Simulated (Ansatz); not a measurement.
LiH:
```
CELL_PARAMETERS angstrom
      0.00000     2.00233     2.00233
      2.00233     0.00000     2.00233
      2.00233     2.00233     0.00000
ATOMIC_POSITIONS crystal
  Li 0.00000 0.00000 0.00000
  H  0.50000 0.50000 0.50000
```

Relaxed with r²SCAN.

Give the optical modes at the zone centre with their infrared and Raman activity from DFPT, the program Ansatz at the r²SCAN level (PAW).

Transverse frequencies, without the LO–TO term; a row sums one degenerate level.

```json
[
 {"ω (cm⁻¹)": "606", "degeneracy": "3", "IR ((D/Å)²/amu)": "78.71", "Raman (Å⁴/amu)": "0", "activity": "IR", "symmetry": "T1u"}
]
```

How high does the top mode go among those that the LO–TO term moves?

1124 cm⁻¹ for q along x.

Space group Fm-3m (rock salt). The r²SCAN relaxation kept the symmetry of its start; phonons on a q-mesh show no instability.

Potentials: the later of the program's two PAW sets.
